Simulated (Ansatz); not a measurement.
Input:

Starting cell, GaSb (zinc blende):

```xyz
4
Lattice="0.0000 6.1324 6.1324 3.0662 0.0000 3.0662 3.0662 3.0662 0.0000" Properties=species:S:1:pos:R:3 pbc="T T T"
Sb     4.5993     4.5993     4.5993
Sb     4.5993     7.6656     7.6656
Ga     0.0000     0.0000     0.0000
Ga     3.0662     6.1324     3.0662
```

In each cell atom 2 (Sb, nearest neighbour Ga at 2.655 Å; its periodic images, 4.3 Å or more away, move with it) moves by s·(1.000, 0.000, 0.000) (along Cartesian x), the rest being held.

These are r2SCAN (plane waves to 500 eV, PAW, scalar-relativistic; Ansatz, an electronic-structure program) values and carry that method's errors. k mesh 11×11×11 (Γ-centred), Fermi-Dirac smearing 0.05 eV. The energy includes the smearing's −TS. As the smearing reaches across the gap at some points, energies and forces of such displacements shift with the k mesh and the smearing. GaSb was relaxed with its symmetry unable to fall. Spin-orbit coupling is left out, though Sb is heavy. ΔE is measured from the undisplaced structure.

The scan covers s from -0.800 to 0.800 Å in 11 points.

Problem. What is the energy change at s = 0.800 Å?

Solution. 2294 meV/cell.

Problem. What force acts on the atom along the line at s = -0.800 Å?

Solution. 4.61 eV/Å.

Problem. What is the force constant k = d²E/ds² of this move at s = 0?

Solution. 8.77 eV/Å².

(For displaced atoms, the force is minus the slope of the energy, and its curvature is a force constant, which sets phonon frequencies.)
